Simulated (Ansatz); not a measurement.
**Mg3CdS4: stable or not**

It was reached by relaxing an invented guess, and it needn't be the stable form of this composition.

Level of theory: DFT PBE, scalar-relativistic, plane waves, PAW (Ansatz 0.2.0). Settings of the last relaxation (8-atom cell): 420 eV, 8×8×8 k points, Gaussian smearing of 0.02 eV, no spin polarisation.

```
CELL_PARAMETERS angstrom
-2.65309 2.65309 5.31623
2.65309 -2.65309 5.31623
2.65309 2.65309 -5.31623
ATOMIC_POSITIONS crystal
Mg 0.00000 0.00000 0.00000
Mg 0.75000 0.25000 0.50000
Mg 0.25000 0.75000 0.50000
Cd 0.50000 0.50000 0.00000
S 0.75783 0.75783 0.00000
S 0.24217 0.24217 0.00000
S 0.50000 0.00000 0.50000
S 0.00000 0.50000 0.50000
```

Formation energies are uncorrected and refer to the elements' standard structures at the same level.

Problem. These tests were run: energy against the elements; phonons on a 2×2×2 q mesh. What do they show?

Solution.

| test | result |
| --- | --- |
| energy against the elements | −1.195 eV/atom |
| phonons on a 2×2×2 q mesh | no imaginary mode on the mesh |

It fails none of these tests. Other phases of the system weren't compared here, so this isn't yet thermodynamic stability.

The reference form of S is held partly by dispersion forces, which this level lacks. The run for the phonons used an 8×8×8 k mesh.
